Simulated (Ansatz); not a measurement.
**AlNi₃ (Pm-3m): the volume from the results**

The reference geometry is a structure from the Materials Project; nothing is relaxed.

Settings: PBE, 10×10×10 k mesh, Fermi–Dirac smearing of 0.03 eV. PAW means Ansatz 0.2.0 on its default frozen-core files. Site moments are integrated in spheres about the atoms.

The run was typed so:

```yaml
crystal:
  lattice:
    - [3.5230547267, 0.0, 0.0]
    - [0.0, 3.5230547267, 0.0]
    - [0.0, 0.0, 3.5230547267]
  atoms:
    - { symbol: Al, position: [0.0, 0.0, 0.0] }
    - { symbol: Ni, position: [0.0, 0.5, 0.5], spin: 1.5 }
    - { symbol: Ni, position: [0.5, 0.0, 0.5], spin: 1.5 }
    - { symbol: Ni, position: [0.5, 0.5, 0.0], spin: 1.5 }
magnetization:
  spin_polarized: true
kpoints:
  mp_grid: { grid: [10, 10, 10] }
scf:
  occupations: { method: fermi_dirac, width: 0.03 }
hamiltonian:
  xc: pbe
  pseudopotentials: { kind: paw }
output:
  forces: true
  stress: true
  eigenvalues: true
  populations: true
  write_density: true
  write_potential: true
  elf: true
  volumetric_format: npy
```

Command: `ansatz run input.yaml --threads 2 --pin off --max-ram 6144MiB --backend cpu --events-out ev --progress --plain --runs-dir out`

The cell is scaled evenly, and every run starts from the same moments. Some of the runs:

```csv
V/V₀,cell moment (μB),largest site moment (μB),F − F(V₀) (meV/atom),pressure (GPa)
0.8,0.00,0.00,536,85.3
1,0.73,0.27,0,7.3
1.1,0.75,0.28,12,-9.3
```

Q: Another run of the series gave cell moment (μB) = 0.00, largest site moment (μB) = 0.00, F − F(V₀) (meV/atom) = 976, pressure (GPa) = 132.4. At which V/V₀ was it made?
A. 1.25
B. 0.92
C. 0.86
D. 1.04
E. 0.74
F. 0.66
G. 0.96

A: E. V/V₀ = 0.74.

Q: Another run of the series gave cell moment (μB) = 0.80, largest site moment (μB) = 0.30, F − F(V₀) (meV/atom) = 181, pressure (GPa) = -22.0. At which V/V₀ was it made?
A. 0.86
B. 0.66
C. 1.25
D. 0.92
E. 1.04
F. 0.96
G. 0.74

A: C. V/V₀ = 1.25.

The whole series:

```json
{"V/V₀": "0.66", "cell moment (μB)": "0.00", "largest site moment (μB)": "0.00", "F − F(V₀) (meV/atom)": "1941", "pressure (GPa)": "229.1"}
{"V/V₀": "0.74", "cell moment (μB)": "0.00", "largest site moment (μB)": "0.00", "F − F(V₀) (meV/atom)": "976", "pressure (GPa)": "132.4"}
{"V/V₀": "0.8", "cell moment (μB)": "0.00", "largest site moment (μB)": "0.00", "F − F(V₀) (meV/atom)": "536", "pressure (GPa)": "85.3"}
{"V/V₀": "0.86", "cell moment (μB)": "0.65", "largest site moment (μB)": "0.24", "F − F(V₀) (meV/atom)": "258", "pressure (GPa)": "52.5"}
{"V/V₀": "0.92", "cell moment (μB)": "0.70", "largest site moment (μB)": "0.26", "F − F(V₀) (meV/atom)": "94", "pressure (GPa)": "28.9"}
{"V/V₀": "0.96", "cell moment (μB)": "0.72", "largest site moment (μB)": "0.27", "F − F(V₀) (meV/atom)": "33", "pressure (GPa)": "16.9"}
{"V/V₀": "1", "cell moment (μB)": "0.73", "largest site moment (μB)": "0.27", "F − F(V₀) (meV/atom)": "0", "pressure (GPa)": "7.3"}
{"V/V₀": "1.04", "cell moment (μB)": "0.74", "largest site moment (μB)": "0.28", "F − F(V₀) (meV/atom)": "-9", "pressure (GPa)": "-0.4"}
{"V/V₀": "1.1", "cell moment (μB)": "0.75", "largest site moment (μB)": "0.28", "F − F(V₀) (meV/atom)": "12", "pressure (GPa)": "-9.3"}
{"V/V₀": "1.25", "cell moment (μB)": "0.80", "largest site moment (μB)": "0.30", "F − F(V₀) (meV/atom)": "181", "pressure (GPa)": "-22.0"}
```

Under strong compression frozen cores are worth checking against an all-electron run. The magnetic state is the one that this cell and start allow. It needn't be the compound's measured order, which may need a larger cell or be absent.
